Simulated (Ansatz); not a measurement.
Nb2CS:
Space group P6₃/mmc (No. 194); a = b = 3.265 Å, c = 11.582 Å, α = β = 90.00°, γ = 120.00°

```json
[
 {"atom": "Nb", "site": "4f", "symmetry": "3m.", "x": "0.3333", "y": "0.6667", "z": "0.0962"},
 {"atom": "C", "site": "2a", "symmetry": "-3m.", "x": "0.0000", "y": "0.0000", "z": "0.0000"},
 {"atom": "S", "site": "2d", "symmetry": "-6m2", "x": "0.6667", "y": "0.3333", "z": "0.2500"}
]
```

Relaxed at zero pressure with DFT-PBEsol in the program Ansatz with PAW potentials.

Task: The volume is lowered by 3 % and shape and atoms relax at that volume. What pressure results, and how do the axes share the change?

Result: 7.0 GPa; a -1.2 %, b -1.2 %, c -0.7 %; the energy rises by 8 meV/atom.

Task: Give the new structure.

Result: 
Space group P6₃/mmc (No. 194); a = b = 3.227 Å, c = 11.502 Å, α = β = 90.00°, γ = 120.00°

```tsv
atom	site	symmetry	x	y	z
Nb	4f	3m.	0.3333	0.6667	0.0972
C	2a	-3m.	0.0000	0.0000	0.0000
S	2d	-6m2	0.6667	0.3333	0.2500
```

The phase is kept; no other phase was compared at this pressure.

Space group P6_3/mmc. The workflow started from a Materials Project entry (that database holds measured and hypothetical structures alike); the Crystallography Open Database copy checked does not list it. Whether it is the stable phase at ambient conditions was not checked. The PBEsol relaxation kept the symmetry of its start; of distortions, only those at the zone centre were tested. No spin polarisation was allowed.

Potentials: the later of the program's two PAW sets.
